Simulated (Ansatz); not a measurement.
Ansatz (a quantum-chemistry and plane-wave program) input:

Ansatz 0.2 input:
```yaml
crystal:
  lattice:
    - [4.5200659177, 0.0, 0.0]
    - [0.0, 4.520064341, 0.0]
    - [-0.0014859417, 0.0, 6.4984539435]
  atoms:
    - { symbol: Bi, position: [0.7501466025, 0.75, 0.7812677864] }
    - { symbol: Bi, position: [0.2498533975, 0.25, 0.2187322136] }
    - { symbol: Bi, position: [0.7498630125, 0.75, 0.2812679835] }
    - { symbol: Bi, position: [0.2501369875, 0.25, 0.7187320165] }
kpoints:
  mp_grid: { grid: [9, 9, 7] }
hamiltonian:
  xc: pbesol
  pseudopotentials: { kind: paw }
scf:
  occupations: { method: fermi_dirac, width: 0.1 }
phonons:
  method: dfpt
  response_accuracy: low
  eigenvectors: true
  rigid_motions: translations
```

Output (shortened):

```
Pseudopotential: Bi, paw, valence charge 15
Functional definition: PBEsol
Crystal: 4 atoms, lattice volume = 132.770 Å³
Basis set: ecut = 420 eV, 2581 PW (Γ), exchange–correlation on 64×64×90 points (8 copies of the dense FFT grid, shifted against one another)
Bands: 36, of which v1, the nominal top of the filled ones, is band 30 counted from 1 (29 counted from 0)
Symmetry: 4 space group operations
k-points: 160 of 567 (irreducible under 2 space group operations, time reversal used)
SCF iter   1: F=—  HF=-48967.950288 eV  |F-HF|=—  |Δ(HF+E_count)|=         —  Δρ=1.70e-3  dr2=3.41e-3  ethr=1.77e-3  ⟨swp⟩=6.6  Hψ=24597  notcnv=0
preconditioner: auto → Kerker (q_TF=auto, 2.390 Å⁻¹)
SCF iter   2: F=—  HF=-48967.949537 eV  |F-HF|=—  |Δ(HF+E_count)|=   7.51e-4  Δρ=8.93e-4  dr2=1.15e-3  ethr=5.69e-6  ⟨swp⟩=2.3  Hψ=11897  notcnv=0
SCF iter   3: F=—  HF=-48967.949288 eV  |F-HF|=—  |Δ(HF+E_count)|=   2.49e-4  Δρ=2.02e-4  dr2=9.11e-5  ethr=1.91e-6  ⟨swp⟩=2.0  Hψ=10496  notcnv=0
SCF iter   4: F=—  HF=-48967.949281 eV  |F-HF|=—  |Δ(HF+E_count)|=   7.20e-6  Δρ=5.76e-5  dr2=7.87e-6  ethr=1.52e-7  ⟨swp⟩=2.1  Hψ=6887  notcnv=0
SCF iter   5: F=—  HF=-48967.949289 eV  |F-HF|=—  |Δ(HF+E_count)|=   7.50e-6  Δρ=2.35e-5  dr2=5.40e-7  ethr=1.31e-8  ⟨swp⟩=2.0  Hψ=10563  notcnv=0
SCF iter   6: F=—  HF=-48967.949290 eV  |F-HF|=—  |Δ(HF+E_count)|=   1.39e-6  Δρ=4.92e-6  dr2=3.26e-8  ethr=9.00e-10  ⟨swp⟩=2.0  Hψ=10569  notcnv=0
SCF iter   7: F=—  HF=-48967.949290 eV  |F-HF|=—  |Δ(HF+E_count)|=   3.59e-8  Δρ=1.13e-6  dr2=1.67e-9  ethr=5.44e-11  ⟨swp⟩=2.0  Hψ=7416  notcnv=0
SCF iter   8: F=—  HF=-48967.949290 eV  |F-HF|=—  |Δ(HF+E_count)|=   1.29e-9  Δρ=2.01e-7  dr2=5.43e-11  ethr=2.78e-12  ⟨swp⟩=3.0  Hψ=11190  notcnv=0
SCF iter   9: F=-48967.949290 eV  HF=-48967.949290 eV  |F-HF|=0.00e0  |Δ(HF+E_count)|=    0.00e0  Δρ=6.46e-8  dr2=7.60e-12  ethr=1.00e-12  ⟨swp⟩=6.9  Hψ=28229  notcnv=0
SCF 1 converged in 9 iterations: F = -48967.949290 eV  dr2 = 7.60e-12
DFPT response loops at Γ: preconditioner auto → Kerker (q_TF=auto, 2.390 Å⁻¹) (partly filled bands, converged f_vac=0.000) …
phonon interpolation: 16 periodic images of 8 blocks of the force constants (a block to an ordered pair of atoms and a translation) lie up to 2.09e-3 Å farther …
SCF converged after 9 iterations
Free energy (F): -48967.949290 eV
Harris-Foulkes:  -48967.949290 eV  (|F-HF|=0.00e0)
Internal energy: -48967.892087 eV  (E = F + TS)
E sigma→0 (E₀):  -48967.920689 eV
Entropy (-TS):   -0.057203 eV (-14.301 meV/atom)
Fermi energy:    10.420172 eV
--- Per-component energies (eV) ---
  E_band       = -395.149580
  E_kinetic    = 1211.237707
  E_local      = -5986.491955  (includes V_loc(G=0)·N_el)
  E_nonlocal   = 2246.538508
  E_hartree    = 1929.698447
  E_xc         = -601.116087
  E_vxc        = -576.704125  (∫ρ·V_xc dr)
  E_paw        = -42038.218330  (= ΣΔE_a)
  E_vpaw       = -1149.124741  (= ΣTr[D̂ρ^β])
  E_aug_tail   = -0.001842  (compensation charges beyond the density's cutoff)
  E_ewald      = -5729.897543
  E_core_change = 0.359009  (= ΣΔE_core)
  E_smearing   = -0.057203  (= −TS)
  E_closure    = 0.000000  (closes the sum)
  Σ components = -48967.949290   (vs F -48967.949290, Δ=0.00e0)
  [band-id]    e_kinetic+e_local+e_nonlocal+2·e_hartree+e_vxc+e_vpaw+e_augmentation_tail = -395.149555   (vs E_band -395.149580, Δ=2.49e-5)
--- Band table (eV; the first three rows and the last of 160) ---
  k-point 0: bands = ["-12.5109", "-12.4941", "-12.4934", "-12.3732", "-12.3628", "-12.3574", "-12.3469", "-12.3469", "-12.2599", "-12.2599", "-12.2382", "-12.2382", "-12.2235", "-12.1787", "-12.1787", "-12.1639", "-12.1589", "-12.0516", "-12.0419", …
  k-point 1: bands = ["-12.5101", "-12.4949", "-12.4800", "-12.3724", "-12.3582", "-12.3476", "-12.3416", "-12.3416", "-12.2559", "-12.2559", "-12.2437", "-12.2437", "-12.2368", "-12.1827", "-12.1827", "-12.1636", "-12.1592", "-12.0672", "-12.0417", …
  k-point 2: bands = ["-12.5078", "-12.4972", "-12.4425", "-12.3702", "-12.3604", "-12.3268", "-12.3268", "-12.3048", "-12.2742", "-12.2591", "-12.2591", "-12.2446", "-12.2446", "-12.1939", "-12.1939", "-12.1629", "-12.1598", "-12.1108", "-12.0414", …
  k-point 159: bands = ["-12.4743", "-12.4685", "-12.3675", "-12.3620", "-12.3550", "-12.3352", "-12.2568", "-12.2533", "-12.2517", "-12.2512", "-12.2500", "-12.2489", "-12.2454", "-12.2423", "-12.2386", "-12.2228", "-12.1776", "-12.1759", "-12.0702", …
--- Phonons (Γ-DFPT): 6 representative perturbations + reference, on 160 of 567 k-points (Σ response iterations 18) ---
  ASR residual: 4.579e-4 → 0.000e0 eV/Å²; symmetrization residual: 6.365e-5 eV/Å²
  ASR residual per site (eV/Å²): 4.58e-4 4.58e-4 4.34e-4 4.34e-4
  Γ frequencies (cm⁻¹): -65.17 -65.17 -11.91 0.00 0.00 0.00 4.63 4.65 29.59 58.08 71.57 71.57
  non-analytic LO–TO correction: not included (Born effective charges unavailable; polar crystals: no LO–TO splitting at Γ)
```

Cost: very roughly 5 core-minutes on shared cores.

Space group P4/nmm. The workflow started from a Materials Project entry (that database holds measured and hypothetical structures alike); the Crystallography Open Database copy checked does not list it. It is not the phase usual at ambient conditions (space group No. 166). Symmetry was held in the PBEsol relaxation. At this level the phase is dynamically unstable (imaginary phonons). As this level gives no gap, phonon frequencies hold no LO–TO term and depend on the k-mesh and smearing (Fermi–Dirac, 0.1 eV here). Point labels and valley counts follow the cell and symmetry of the run, lower than the named group. Scalar-relativistic: spin–orbit coupling is off unless named, which matters more the heavier the elements.

Potentials: the later of the program's two PAW sets.

Ansatz is a plane-wave DFT program.
